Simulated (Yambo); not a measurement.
HfS$_{2}$ (CdI2 type, space group P-3m1, No. 164); a = b = 3.6397 Å, c = 6.0556 Å, α = β = 90.00°, γ = 120.00°. With the G0W0 scissor the direct gap on the mesh is 3.23 eV. Axes are Cartesian, with cell vectors (Å) (3.64, 0.00, 0.00), (-1.82, 3.15, 0.00), (0.00, 0.00, 6.06).

Task: Does this run resolve the lowest exciton, and if so, what are its energy and binding? (Yambo, PBEsol bands; 9×9×6 mesh, 6 valence and 4 conduction bands, static screening with 36 bands and a 4 Ry block, scissor 1.35 eV, Tamm-Dancoff.)

Result: No. The lowest state covers only about 30 of the 486 k points, so the mesh doesn't resolve it: its energy and its distance from the direct gap are mesh artefacts. An extended exciton needs a far denser mesh. The scissor comes from a G0W0 run whose convergence isn't established. Without spin-orbit coupling, band edges of such heavy elements can be off by tenths of an eV.

Geometry of the Materials Project entry, not relaxed at this level.

The distance between layers or molecules is the database entry's, not relaxed here. Functionals without dispersion can leave it too large, which widens gaps and weakens the response across layers: the numbers belong to this cell.
